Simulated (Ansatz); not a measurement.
YCo2Si2:
```yaml
crystal:
  lattice:
    - [-1.92485, 1.92485, 4.86913]
    - [1.92485, -1.92485, 4.86913]
    - [1.92485, 1.92485, -4.86913]
  atoms:
    - { symbol: Y, position: [0.00000, 0.00000, 0.00000] }
    - { symbol: Co, position: [0.75000, 0.25000, 0.50000] }
    - { symbol: Co, position: [0.25000, 0.75000, 0.50000] }
    - { symbol: Si, position: [0.62951, 0.62951, 0.00000] }
    - { symbol: Si, position: [0.37049, 0.37049, 0.00000] }
```

Relaxed with r²SCAN. Special points in fractions of this cell's reciprocal vectors: Γ (0.000, 0.000, 0.000); X (0.000, 0.000, 0.500); P (0.250, 0.250, 0.250); N (0.000, 0.500, 0.000); M (0.500, 0.500, -0.500); S (0.289, 0.711, -0.289); S0 (-0.289, 0.289, 0.289); R (-0.078, 0.078, 0.500); G (0.500, 0.500, -0.078).

Question: List the band energies nearest the Fermi level at these points for r²SCAN (plane waves, PAW; program Ansatz).

Answer: In eV from the Fermi level; about four levels below and three above (degenerate sets whole), none deeper than 8.9 eV; points with the same levels are listed once.

```csv
k,below,above
Γ,-0.89 -0.89 -0.52 -0.04,2.47 2.47 3.48
X,-1.47 -1.44 -1.22 -1.20,0.33 0.42 3.27
P,-1.45 -1.45 -1.21 -1.21,0.38 0.38 2.81
N,-1.89 -1.89 -1.41 -1.17,0.14 1.60 1.74
M,-1.08 -0.44 -0.44 -0.04,0.08 1.05 3.27
S,-1.97 -1.78 -1.72 -1.69,0.14 0.20 0.26
R,-1.64 -1.26 -1.23 -0.84,0.33 0.57 3.20
```

Space group I4/mmm. The workflow started from a Materials Project entry (that database holds measured and hypothetical structures alike); the Crystallography Open Database copy checked does not list it. Whether it is the stable phase at ambient conditions was not checked. The cell was relaxed with r²SCAN under the symmetry of its start; whether a distortion lowers the energy is not shown. No spin polarisation was allowed. Scalar-relativistic: spin–orbit coupling is off unless named, which matters more the heavier the elements.

Potentials: the later of the program's two PAW sets.
